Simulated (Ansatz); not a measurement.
Start of a relaxation of Zn4SiN:

```cif
data_structure
_symmetry_space_group_name_H-M 'P 1'
_symmetry_Int_Tables_number 1
_cell_length_a 4.9269
_cell_length_b 4.9269
_cell_length_c 4.9269
_cell_angle_alpha 60.000
_cell_angle_beta 60.000
_cell_angle_gamma 60.000
_cell_volume 84.57
loop_
_atom_site_label
_atom_site_type_symbol
_atom_site_fract_x
_atom_site_fract_y
_atom_site_fract_z
_atom_site_occupancy
Zn1 Zn 0.87487 0.37538 0.87487 1
Zn2 Zn 0.37538 0.87487 0.87487 1
Zn3 Zn 0.87487 0.87487 0.87487 1
Zn4 Zn 0.87487 0.87487 0.37538 1
Si1 Si 0.50000 0.50000 0.50000 1
N1 N 0.25000 0.25000 0.25000 1
```

Method: Ansatz 0.2.0, DFT PBE, scalar-relativistic, plane waves, PAW. Cutoff 420 eV, Gaussian smearing, Γ-centred meshes. Cell and atoms relax on a converged mesh. In metals the finer mesh still leaves noise of several meV/atom or more. The steps can't lower the symmetry of their start. Collinear spin is switched on along the way, since trial moments persisted in a coarse test.

A guess keeps its type if space group and coordination stay and the shape of the cell changes little (axis ratios within about 15 %, angles within 6°); the volume may change.

Q: Does this structure survive the relaxation?

A: It keeps its type. The symmetry stays F-43m (No. 216). The volume per atom grows by 4.4 %, from 14.1 to 14.7 Å³. The shortest distance goes from 2.46 Å (Zn–Zn) to 2.50 Å (Zn–Zn). Counting neighbours within 15 % of an atom's shortest distance, the start has N 16, Si 16, Zn 6 and the end N 16, Si 16, Zn 6.

The last run used collinear spin, a 10×10×10 mesh for its 6-atom cell and Gaussian smearing of 0.10 eV. Another magnetic order may lie lower. A structure relaxed within its symmetry needn't be a true minimum. Another cell of Zn4SiN relaxed alike but without spin, in P4/mmm, lies 0.53 eV/atom lower, so this cell isn't the stable form at this level.
